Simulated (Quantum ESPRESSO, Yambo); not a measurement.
CdS (zinc blende, space group F-43m, No. 216). Cell and atoms were relaxed with PBEsol from Materials Project entry mp-2469, within its symmetry. Chain: PBEsol (Quantum ESPRESSO, PseudoDojo norm-conserving, 102 Ry, no spin-orbit coupling); G0W0 in Yambo (4×4×4 Γ-centred k mesh, bands 5 to 118 and a 10 Ry block in the screening, 118 bands in G with the Bruneval-Gonze terminator, plasmon pole fitted at 27.2 eV); BSE (8×8×8 mesh, 3 valence and 4 conduction bands, static screening with 30 bands and a 4 Ry block, scissor 1.18 eV, Tamm-Dancoff).

The PBEsol gap (dense path) comes out as 1.01 eV, the PBEsol gap Γ → Γ on the GW mesh is 1.01 eV and the PBEsol smallest direct gap on the GW mesh, at Γ comes out as 1.01 eV. The G0W0 direct gap at that point is 2.19 eV and the G0W0 correction to the gap Γ → Γ comes out as 1.18 eV. The lowest exciton comes out as no binding energy given (see below).

Rough cost of the Yambo steps against G0W0 for 4 states: BSE within a factor of two.

Nearest settings tried, and what they do to the gap: 89 bands in W, 89 bands in G: -7 meV; 8 Ry block (169 vectors against 181): -2 meV; 6×6×6 mesh: +53 meV. So the settings aren't converged at that level. The BSE states are vertical excitations (zero momentum). The lowest state covers only about 1 of the 512 k points, so the mesh doesn't resolve it: its energy and its distance from the direct gap are mesh artefacts. An extended exciton needs a far denser mesh.

Spin-orbit splittings are left out.
